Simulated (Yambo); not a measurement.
Yambo run on HgAl$_{2}$S$_{4}$ (space group I-4, No. 82). The wavefunctions are PBEsol (Quantum ESPRESSO, PseudoDojo norm-conserving, 66 Ry, without SOC) ones on a 4×4×4 mesh (25 occupied bands); a = b = c = 6.465 Å, α = β = 128.90°, γ = 75.16°.

Yambo input:

```
rim_cut
gw0
dyson
el_el_corr
HF_and_locXC
cohsex
em1s
RandQpts= 1000000
RandGvec= 1 Ry
EXXRLvcs= 66 Ry
VXCRLvcs= 264 Ry
Chimod= "HARTREE"
% BndsRnXs
 5 | 169 |
%
NGsBlkXs= 6 Ry
% LongDrXs
 1.0 | 1.0 | 1.0 |
%
ExtendOut
% QPkrange
 1 | 1 | 25 | 26 |
 3 | 3 | 25 | 25 |
%
```

k points by index: 1 = Γ, 3 = X.

Table of the .qp output:

```
#    K-point    Band    Eo [eV]    E [eV]    E-Eo [eV]    Vxc [eV]    Vnlxc [eV]    Sc|Eo [eV]    Re(Z)    Im(Z)
#
    1    25    -0.056647    -2.737858    -2.681211    -13.61618    -16.68875    0.391364    1.000000    0.000000
    1    26    2.023022    1.169165    -0.853857    -11.82498    -8.132848    -4.545989    1.000000    0.000000
    3    25    0.000000    -2.715928    -2.715928    -13.26544    -16.50187    0.520508    1.000000    0.000000
```
(The two width columns are left out.) Convergence of these settings isn't established.

Geometry of the Materials Project entry, not relaxed at this level.
